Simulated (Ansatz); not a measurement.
## Tl (hcp)

Level of theory: DFT, PBE, scalar-relativistic, no spin polarisation; plane waves to 420 eV with PAW datasets (Ansatz 0.2.0), 14×14×8 k-mesh, Gaussian smearing of 0.05 eV; PAW files: Ansatz's generated set soft_2.

```
CELL_PARAMETERS angstrom
3.64548 0.00000 0.00000
-1.82274 3.15707 0.00000
0.00000 0.00000 5.48157
ATOMIC_POSITIONS crystal
Tl 0.33333 0.66667 0.75000
Tl 0.66667 0.33333 0.25000
```

The database's entry of this formula in the relaxed cell's space group, P6_3/mmc, has axes of 3.456 × 3.456 × 5.525 Å and 28.57 Å³/atom (1963), the relaxed one 3.645 × 3.645 × 5.482 Å and 31.54.

Q: Which orbitals carry the states at the Fermi level, and how many states are there?

A: Within 0.1 eV of it: Tl 6p 78 %, Tl 6s 21 % (shares among the projected shells). The density of states at the Fermi level is about 0.84 states/eV per cell, averaged over 0.3 eV.

Density of states (tetrahedra, averaged over 0.5 eV; states/eV per cell of 2 atoms; energy in eV from the Fermi level; projections on Löwdin-orthogonalised atomic orbitals, summed over sites):

| E | total | Tl 6p | Tl 6s | Tl 5d |
| --- | --- | --- | --- | --- |
| -5.60 | 0.93 | 0.26 | 0.65 | 0.02 |
| -5.10 | 0.89 | 0.19 | 0.67 | 0.02 |
| -4.60 | 1.53 | 0.24 | 1.26 | 0.03 |
| -4.10 | 1.03 | 0.10 | 0.91 | 0.01 |
| -3.60 | 0.05 | 0.00 | 0.05 | 0.00 |
| -3.10 | 0.00 | 0.00 | 0.00 | 0.00 |
| -2.60 | 0.00 | 0.00 | 0.00 | 0.00 |
| -2.10 | 0.15 | 0.14 | 0.01 | 0.00 |
| -1.60 | 0.58 | 0.53 | 0.04 | 0.00 |
| -1.10 | 1.18 | 1.03 | 0.12 | 0.01 |
| -0.60 | 1.37 | 1.13 | 0.20 | 0.01 |
| -0.10 | 0.93 | 0.73 | 0.18 | 0.01 |
| 0.40 | 0.93 | 0.72 | 0.18 | 0.01 |
| 0.90 | 1.15 | 0.91 | 0.20 | 0.01 |
| 1.40 | 1.12 | 0.91 | 0.17 | 0.01 |
| 1.90 | 1.13 | 0.93 | 0.16 | 0.01 |
| 2.40 | 1.06 | 0.88 | 0.14 | 0.01 |
| 2.90 | 1.22 | 1.03 | 0.13 | 0.01 |
| 3.40 | 1.27 | 1.10 | 0.11 | 0.01 |
| 3.90 | 1.34 | 1.15 | 0.10 | 0.01 |
| 4.40 | 1.34 | 1.15 | 0.08 | 0.01 |
| 4.90 | 1.30 | 1.11 | 0.07 | 0.01 |

Scalar-relativistic only: spin–orbit splittings of the heavy atoms' levels are missing.
